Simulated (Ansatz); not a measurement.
The start is a generated cell, Be built in the simple-cubic structure type. The structure is fully relaxed (lattice and positions, P = 0) with PBEsol (plane waves to 420 eV, PAW, scalar-relativistic; Ansatz, an electronic-structure program). The first steps use a coarse 15×15×15 k-mesh.

The start:
```
Be
1.0
    2.08977     0.00000     0.00000
    0.00000     2.08977     0.00000
    0.00000     0.00000     2.08977
Be
1
Direct
  0.00000   0.00000   0.00000
```

Question: What pressure does the first self-consistent step give?

Answer: +9.6 GPa (positive: the cell is compressed).

Question: By how much does the energy per atom fall from start to end?

Answer: 0.03 eV/atom.

Question: How do the shortest distances between atoms change?

Answer: The closest pairs of elements (up to four, under 3.6 Å), start → end: Be–Be 2.09 → 2.17 Å.

Question: What band gap does the relaxed structure have at this level?

Answer: Zero (metallic).

Question: Give the final cell and atomic positions.

Answer: 
```cif
data_Be
_chemical_formula_sum 'Be1'
_space_group_name_H-M_alt 'Pm-3m'
_space_group_IT_number 221
_space_group_name_Hall '-P 4 2 3'
_cell_length_a 2.16632
_cell_length_b 2.16632
_cell_length_c 2.16632
_cell_angle_alpha 90.000
_cell_angle_beta 90.000
_cell_angle_gamma 90.000
loop_
_atom_site_label
_atom_site_type_symbol
_atom_site_symmetry_multiplicity
_atom_site_Wyckoff_symbol
_atom_site_fract_x
_atom_site_fract_y
_atom_site_fract_z
_atom_site_occupancy
Be1 Be 1 a 0.00000 0.00000 0.00000 1
```

The space group stays Pm-3m (No. 221) (the run could not lower it); the end is simple cubic type, with 1 atom in the primitive cell. Final values are on a 21×21×21 k-mesh of the relaxed cell. No spin polarisation in the result.

The run could not lose the symmetry of its start: the end is stationary, and may be a saddle point rather than a minimum.

The relaxed structure here is a generated cell of Be: the first start was made by placing the elements on the sites of a structure type, and the end was not matched to a known phase here, so it may be hypothetical. Known forms of Be include space group No. 194.
